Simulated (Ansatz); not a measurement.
Ta₂Sn₂O₇:
```xyz
22
Lattice="0.0000 5.3004 5.3004 5.3004 0.0000 5.3004 5.3004 5.3004 0.0000" Properties=species:S:1:pos:R:3 pbc="T T T"
Ta     6.6255     6.6255     6.6255
Ta     6.6255     3.9753     3.9753
Ta     3.9753     3.9753     6.6255
Ta     3.9753     6.6255     3.9753
Sn     1.3251     1.3251     1.3251
Sn     1.3251     3.9753     3.9753
Sn     3.9753     3.9753     1.3251
Sn     3.9753     1.3251     3.9753
O      2.6502     2.6502     2.6502
O      0.0000     0.0000     0.0000
O      7.9506     5.9576     7.9506
O      7.2934     5.3004     5.3004
O      7.9506     9.9436     7.9506
O      3.3074     5.3004     5.3004
O      7.9506     7.9506     5.9576
O      5.3004     7.2934     5.3004
O      7.9506     7.9506     9.9436
O      5.3004     3.3074     5.3004
O      5.9576     7.9506     7.9506
O      5.3004     5.3004     7.2934
O      9.9436     7.9506     7.9506
O      5.3004     5.3004     3.3074
```

Relaxed with PBEsol. Plane-wave PAW PBEsol (Ansatz code) gives a gap of 1.49 eV.

### Question
What gap does HSE06 give on the same cell (Ansatz, PAW)?

### Answer
2.27 eV, 0.78 eV more. The hybrid was solved on a coarser mesh and at special points; the gap given is the minimum over both.

```tsv
k	v1 PBEsol	c1 PBEsol	v1 HSE06	c1 HSE06
Γ	-0.24	1.49	-0.28	2.27
X	-0.04	1.59	[?]	[?]
L	0.00	1.61	[?]	[?]
W	-0.09	1.79	[?]	[?]
K	-0.06	1.64	[?]	[?]
```

### Question
Top valence (v1) and lowest conduction level (c1) in eV from each method's valence maximum (which need not be a listed point): supply the withheld HSE06 values.

### Answer

- K, v1 HSE06: -0.05
- K, c1 HSE06: 2.45
- L, v1 HSE06: 0.00
- L, c1 HSE06: 2.42
- X, v1 HSE06: -0.02
- X, c1 HSE06: 2.40
- W, v1 HSE06: -0.07
- W, c1 HSE06: 2.60

Cost on shared cores: the PBEsol run (SCF on a 5×5×5 mesh, then bands and DOS) about 2.5 core-minutes (a rough figure), the HSE06 run (SCF on 3×3×3, then a few points) about 9 core-minutes (a rough figure); the tasks are unlike.

Space group Fd-3m. The first step of the workflow began from a Materials Project structure, measured or hypothetical; the Crystallography Open Database files this formula in space group No. 227, but the cells were not matched. Its standing as an ambient phase is unchecked. Symmetry was held in the PBEsol relaxation. At this level the phase is dynamically unstable (imaginary phonons). No spin polarisation was allowed. Scalar-relativistic: spin–orbit coupling is off unless named, which matters more the heavier the elements.

Potentials: the later of the program's two PAW sets.
